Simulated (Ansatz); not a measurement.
Ca:
```xyz
1
Lattice="0.0000 2.7833 2.7833 2.7833 0.0000 2.7833 2.7833 2.7833 0.0000" Properties=species:S:1:pos:R:3 pbc="T T T"
Ca     0.0000     0.0000     0.0000
```

Relaxed with r²SCAN. Special points in fractions of this cell's reciprocal vectors: Γ (0.000, 0.000, 0.000); X (0.500, 0.000, 0.500); U (0.625, 0.250, 0.625); K (0.375, 0.375, 0.750); L (0.500, 0.500, 0.500); W (0.500, 0.250, 0.750).

Problem. List the band energies nearest the Fermi level at these points for r²SCAN in the plane-wave PAW code Ansatz.

Solution. In eV from the Fermi level; about four levels below and three above (degenerate sets whole), none deeper than 8.9 eV; points with the same levels are listed once.

```tsv
k	below	above
Γ	-4.25	2.67 2.67 2.67
X	-0.38	0.77 0.90 4.46
U	–	0.07 0.56 0.84
L	-0.94 -0.30	2.53 2.53 4.47 4.47
W	–	0.27 0.77 0.77
```

Space group Fm-3m (fcc (Cu type)). Symmetry was held in the r²SCAN relaxation; phonons on a q-mesh show no instability.

Potentials: the later of the program's two PAW sets.
